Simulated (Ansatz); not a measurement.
The cell of BAu is invented: random cell by space group and Wyckoff sites (Fm-3m, No. 225). Its size is a rough estimate.

```
B Au
1.0
     0.00000    2.40875    2.40875
     2.40875    0.00000    2.40875
     2.40875    2.40875    0.00000
B Au
1 1
Cartesian
  0.0000 0.0000 0.0000
  2.4087 2.4087 2.4087
```

These are results of DFT PBE, scalar-relativistic, plane waves, PAW (Ansatz 0.2.0), not measurements. Cutoff 420 eV, Gaussian smearing, Γ-centred meshes. Cell and atoms relax first on a coarse mesh and then on a finer one. In between, the cell is made exact in the group found at 0.06 Å. In metals the finer mesh still leaves noise of several meV/atom or more. The steps can't lower the symmetry of their start. No spin polarisation.

A guess keeps its type if space group and coordination stay and the shape of the cell changes little (axis ratios within about 15 %, angles within 6°); the volume may change.

Q: Does it keep its structure type, or change into something else?

A: It keeps its type: symmetry leaves only the cell edge free. The symmetry stays Fm-3m (No. 225). The end has the rock salt type. The volume per atom shrinks by 7.1 %, from 14.0 to 13.0 Å³. The shortest distance goes from 2.41 Å (B–Au) to 2.35 Å (B–Au). Counting neighbours within 15 % of an atom's shortest distance, the start has Au 6, B 6 and the end Au 6, B 6.

The last run used a 20×20×20 mesh for its 2-atom cell and Gaussian smearing of 0.10 eV. These runs have no spin–orbit coupling, which can matter for Au. A structure relaxed within its symmetry needn't be a true minimum.
